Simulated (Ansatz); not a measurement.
Question: Each is relaxed and computed with DFT-PBE in the program Ansatz with PAW potentials. Which is the only metal?
A) AlZnInO4, R3m (Pearson symbol hR7)
B) AlMo2C, P6_3/mmc (Al on 2d, Mo on 4f, C on 2a)
C) AlBN2, chalcopyrite
D) AlP, P6_422 (Al on 3c, P on 3d)

Answer: B, AlMo2C, P6_3/mmc (Al on 2d, Mo on 4f, C on 2a). AlMo2C: metal; AlZnInO4: gap 1.77 eV; AlP: gap 0.95 eV (indirect); AlBN2: gap 2.89 eV (direct). Constructed cells (a structure type filled with these elements, in neither database checked): AlZnInO4, R3m (Pearson symbol hR7). Typed or built starts, not in the databases checked: AlMo2C, P6_3/mmc (Al on 2d, Mo on 4f, C on 2a); AlP, P6_422 (Al on 3c, P on 3d); AlBN2, chalcopyrite. Not the usual ambient phase: AlP, P6_422 (Al on 3c, P on 3d). All cells were relaxed under the symmetry of their starts (and spin orders); stability against distortions was not tested throughout. Rows with no word on spin ran without spin polarisation. Scalar-relativistic: spin–orbit coupling is off unless named, which matters more the heavier the elements.

Potentials: the earlier of the program's two PAW sets.
